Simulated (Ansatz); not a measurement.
Geometry optimisation in Ansatz: input, command and trajectory.

```yaml
crystal:
  lattice:
    - [1.7739917862, 1.0242146353, 5.3579090043]
    - [-1.7739917862, 1.0242146353, 5.3579090043]
    - [0.0, -2.0484292706, 5.3579090043]
  atoms:
    - { symbol: Na, position: [0.75, 0.75, 0.75] }
    - { symbol: Na, position: [0.25, 0.25, 0.25] }
    - { symbol: Al, position: [0.0, 0.0, 0.0] }
basis:
  ecutwfc: 420
kpoints:
  mp_grid: { grid: [6, 6, 6] }
hamiltonian:
  xc: pbe
scf:
  occupations: { method: gaussian, width: 0.1 }
  lower_state_search: "off"
output:
  forces: true
  stress: true
  eigenvalues: true
relax:
  adjacent_minimum: "off"
  f_tol: 0.04
  max_steps: 70
  cell: { stress_tol: 0.4 }
```

```bash
ansatz run input.yaml --threads 1 --pin off --max-ram 2560MiB --backend cpu --events-out ev --progress --plain --runs-dir out
```

Level of theory: DFT PBE, scalar-relativistic, plane waves, PAW (Ansatz 0.2.0).

Of 20 frames 10 are shown, positions in Å and forces in eV/Å; the SCF threshold varies from step to step. Steps run on the plane waves of an earlier cell, with a Pulay correction in the pressure. The basis is chosen afresh for the last frame, the zero of the energies, and at times for earlier ones too; energy and pressure step there, also at an unchanged geometry. Here that happened at step 14 (-56 meV/atom, 2.4 GPa); the frames before carry an error of that size.

```xyz
3
Lattice="1.7740 1.0242 5.3579 -1.7740 1.0242 5.3579 0.0000 -2.0484 5.3579" Properties=species:S:1:pos:R:3:forces:R:3 pbc="T T T" step=1 free_energy_over_end_meV_per_atom=1010.85 pressure_GPa=24.47
Na    0.0000    0.0000   12.0553    0.0000    0.0000    3.1890
Na    0.0000    0.0000    4.0184    0.0000    0.0000   -3.1890
Al    0.0000    0.0000    0.0000    0.0000    0.0000    0.0000
3
Lattice="1.8707 1.0801 5.8191 -1.8707 1.0801 5.8191 0.0000 -2.1601 5.8191" Properties=species:S:1:pos:R:3:forces:R:3 pbc="T T T" step=3 free_energy_over_end_meV_per_atom=277.69 pressure_GPa=6.55
Na    0.0000    0.0000   13.4188    0.0000    0.0000    0.6038
Na    0.0000    0.0000    4.0386    0.0000    0.0000   -0.6038
Al    0.0000    0.0000    0.0000    0.0000    0.0000    0.0000
3
Lattice="1.9272 1.1127 6.3422 -1.9272 1.1127 6.3422 0.0000 -2.2253 6.3422" Properties=species:S:1:pos:R:3:forces:R:3 pbc="T T T" step=5 free_energy_over_end_meV_per_atom=164.85 pressure_GPa=1.06
Na    0.0000    0.0000   14.7011    0.0000    0.0000    0.0295
Na    0.0000    0.0000    4.3256    0.0000    0.0000   -0.0295
Al    0.0000    0.0000    0.0000    0.0000    0.0000    0.0000
3
Lattice="1.8778 1.0841 6.8731 -1.8778 1.0841 6.8731 0.0000 -2.1682 6.8731" Properties=species:S:1:pos:R:3:forces:R:3 pbc="T T T" step=7 free_energy_over_end_meV_per_atom=141.90 pressure_GPa=-0.90
Na    0.0000    0.0000   15.9247    0.0000    0.0000   -0.0261
Na    0.0000    0.0000    4.6945    0.0000    0.0000    0.0261
Al    0.0000    0.0000    0.0000    0.0000    0.0000    0.0000
3
Lattice="1.8163 1.0486 7.0297 -1.8163 1.0486 7.0297 0.0000 -2.0972 7.0297" Properties=species:S:1:pos:R:3:forces:R:3 pbc="T T T" step=9 free_energy_over_end_meV_per_atom=133.66 pressure_GPa=-0.84
Na    0.0000    0.0000   16.3034    0.0000    0.0000   -0.0217
Na    0.0000    0.0000    4.7857    0.0000    0.0000    0.0217
Al    0.0000    0.0000    0.0000    0.0000    0.0000    0.0000
3
Lattice="1.7215 0.9939 7.1749 -1.7215 0.9939 7.1749 0.0000 -1.9878 7.1749" Properties=species:S:1:pos:R:3:forces:R:3 pbc="T T T" step=12 free_energy_over_end_meV_per_atom=122.38 pressure_GPa=0.19
Na    0.0000    0.0000   16.6469    0.0000    0.0000    0.0077
Na    0.0000    0.0000    4.8779    0.0000    0.0000   -0.0077
Al    0.0000    0.0000    0.0000    0.0000    0.0000    0.0000
3
Lattice="1.7206 0.9934 7.2113 -1.7206 0.9934 7.2113 0.0000 -1.9868 7.2113" Properties=species:S:1:pos:R:3:forces:R:3 pbc="T T T" step=14 free_energy_over_end_meV_per_atom=66.60 pressure_GPa=2.26
Na    0.0000    0.0000   16.7320    0.0000    0.0000   -0.0151
Na    0.0000    0.0000    4.9019    0.0000    0.0000    0.0151
Al    0.0000    0.0000    0.0000    0.0000    0.0000    0.0000
3
Lattice="1.7111 0.9879 7.6750 -1.7111 0.9879 7.6750 0.0000 -1.9758 7.6750" Properties=species:S:1:pos:R:3:forces:R:3 pbc="T T T" step=16 free_energy_over_end_meV_per_atom=24.08 pressure_GPa=0.92
Na    0.0000    0.0000   17.7535    0.0000    0.0000    0.0259
Na    0.0000    0.0000    5.2716    0.0000    0.0000   -0.0259
Al    0.0000    0.0000    0.0000    0.0000    0.0000    0.0000
3
Lattice="1.6583 0.9574 8.2041 -1.6583 0.9574 8.2041 0.0000 -1.9148 8.2041" Properties=species:S:1:pos:R:3:forces:R:3 pbc="T T T" step=18 free_energy_over_end_meV_per_atom=2.66 pressure_GPa=0.54
Na    0.0000    0.0000   18.9251    0.0000    0.0000    0.0421
Na    0.0000    0.0000    5.6872    0.0000    0.0000   -0.0421
Al    0.0000    0.0000    0.0000    0.0000    0.0000    0.0000
3
Lattice="1.6622 0.9597 8.2970 -1.6622 0.9597 8.2970 0.0000 -1.9193 8.2970" Properties=species:S:1:pos:R:3:forces:R:3 pbc="T T T" step=20 free_energy_over_end_meV_per_atom=0.00 pressure_GPa=0.19
Na    0.0000    0.0000   19.1546    0.0000    0.0000   -0.0290
Na    0.0000    0.0000    5.7363    0.0000    0.0000    0.0290
Al    0.0000    0.0000    0.0000    0.0000    0.0000    0.0000
```

The start puts this composition into another compound's structure type, which needn't suit it. The cell swells from 19.5 to 26.5 Å³ an atom, so the end can be far from any stable crystal. At the end the space group is R-3m (tolerance 0.05 Å).

The run took 36 s on 1 thread of Arm Neoverse V1 (shared host), peak memory 0.34 GiB.

The k mesh is coarse.